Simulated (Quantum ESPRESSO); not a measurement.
## Calculated data, Si₂BPC₄ (made-up cell)

All values are calculated (Quantum ESPRESSO 7.5). Calculation on a made-up crystal cell, not a measurement: periodic Kohn-Sham density functional theory in plane waves with PseudoDojo standard norm-conserving scalar-relativistic pseudopotentials, each functional with its own files (v0.5 for PBE, v0.4.1 for LDA and PBEsol), no spin polarisation, no spin-orbit coupling, atoms not relaxed, stress positive in tension, energies less a fixed whole-eV offset for each atom's element; levels are Kohn-Sham levels at fractions of this cell's reciprocal vectors, counted from the reference band (half the neutral cell's valence electrons, rounded up) at Gamma; error bars cover cutoff and k-mesh only, not smearing or the files; added strain carries the atoms with the cell, and shear is the tensor component; each bar is the largest change over components, and at least 0.002 eV, 0.002 eV per angstrom or 0.02 GPa; energies are for the whole cell, and the offsets were chosen from early runs and are not element reference energies.

Si₂BPC₄ (made-up cell)

```
CELL_PARAMETERS angstrom
3.02450 -0.02950 -0.00500
-0.05110 5.28460 0.00060
-0.00810 0.00050 4.95140
ATOMIC_POSITIONS crystal
Si 0.01435 0.96074 0.01151
Si 0.48815 0.50486 0.98944
B 0.52411 0.14298 0.49106
P 0.99769 0.66724 0.51916
C 0.95078 0.01121 0.37954
C 0.54097 0.47713 0.39466
C 0.47725 0.14287 0.90793
C 0.00408 0.67010 0.84005
```

* lattice type: wurtzite
* functional: pbe
* cutoff: 1116 eV
* fermi dirac smearing: 0.025 eV
* scf tolerance: 1e-07 eV
* electrons removed: 0
* k mesh: 6 x 4 x 4, shifted by half a step

Atoms:
```
atoms element  atom site  atom energy offset (eV)
           Si          1                     -115
           Si          2                     -115
            B          3                      -79
            P          4                     -189
            C          5                     -163
            C          6                     -163
            C          7                     -163
            C          8                     -163
```

**Q.** Estimate the stress xz of Si₂BPC₄ (made-up cell).
**A.** 0.6399 GPa

**Q.** Give the missing stress yz for Si₂BPC₄ (made-up cell).
**A.** -3.922 GPa

**Q.** Estimate the pressure of Si₂BPC₄ (made-up cell).
**A.** -0.6221 GPa

**Q.** Si₂BPC₄ (made-up cell): stress xx?
**A.** 6.048 GPa

**Q.** Give the table of forces values for Si₂BPC₄ (made-up cell).
**A.** 
Forces:
```
site  x (eV/Å)  y (eV/Å)  z (eV/Å)
   1    -2.534      5.49    0.2806
   2    0.8978    -4.093    0.8527
   3    -2.303      1.28     1.503
   4    0.8425    0.7616    -6.882
   5     2.877    -2.761     1.688
   6    -1.871    0.4635   -0.6339
   7     2.597     1.646    -3.168
   8   -0.5073    -2.787      6.36
```

Further results for Si₂BPC₄ (made-up cell):

- free energy less offsets: -1.269 eV
- smearing term minus ts: 0 eV
- scf iterations: 13
- stress yy: 15.1 GPa
- stress zz: -19.29 GPa
- stress xy: -7.463 GPa
- error bar energy: 0.002579 eV
- error bar stress: 0.1667 GPa
- error bar force: 0.009864 eV/Å
- error bars from: tighter rerun of a related cell
